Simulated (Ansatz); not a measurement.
NaF (rock salt)

Space group Fm-3m (No. 225); a = 4.7016 Å, b = 4.7016 Å, c = 4.7016 Å, α = 90.00°, β = 90.00°, γ = 90.00°

```
atom  site  symmetry       x       y       z
----  ----  --------  ------  ------  ------
F       4a      m-3m  0.0000  0.0000  0.0000
Na      4b      m-3m  0.5000  0.5000  0.5000
```
(The calculation used a cell of 2 atoms; values per cell refer to that cell.)

Grid over V/V₀ and (c/a)/(c/a)₀, subscript 0 meaning the relaxed cell; the conventional c axis lies along z; no internal relaxation.

Level of theory: PBE (plane waves to 420 eV, PAW, scalar-relativistic; Ansatz, an electronic-structure program). k mesh 12×12×12 (Γ-centred), Fermi-Dirac smearing 0.05 eV. Compression counts positive. NaF was relaxed with its symmetry unable to fall. The relaxed volume of NaF is well above the measured one; the method has no dispersion term.

Changes of P (GPa) from the point V/V₀ = 1.000, (c/a)/(c/a)₀ = 1.000 when one coordinate moves alone (two changes are said to add if the coupling is within 5 % of the smaller one, nearly so within 20 %):

```csv
point,change
"V/V₀ = 1.000, (c/a)/(c/a)₀ = 0.960",0.187
"V/V₀ = 1.000, (c/a)/(c/a)₀ = 0.980",0.045
"V/V₀ = 0.920, (c/a)/(c/a)₀ = 1.000",4.507
"V/V₀ = 0.960, (c/a)/(c/a)₀ = 1.000",2.002
"V/V₀ = 1.040, (c/a)/(c/a)₀ = 1.000",-1.607
"V/V₀ = 1.080, (c/a)/(c/a)₀ = 1.000",-2.895
"V/V₀ = 1.000, (c/a)/(c/a)₀ = 1.020",0.042
"V/V₀ = 1.000, (c/a)/(c/a)₀ = 1.040",0.163
```

Problem. What is the change at V/V₀ = 0.920, (c/a)/(c/a)₀ = 1.040, where both move, and how far is it from the sum?

Solution. The sum of the single changes is 4.507 + (0.163) = 4.670; the calculation gives 4.720, so the coupling contributes 0.050 (over 20 % of the smaller single change, not additive).

Problem. Do the two effects add at V/V₀ = 1.040, (c/a)/(c/a)₀ = 0.960? Give the computed change.

Solution. The sum of the single changes is -1.607 + (0.187) = -1.420; the calculation gives -1.441, so the coupling contributes -0.021 (under 20 % of the smaller single change, nearly additive).

(A scan under strain: stresses follow from slopes of the energy per volume, elastic moduli from its curvatures.)
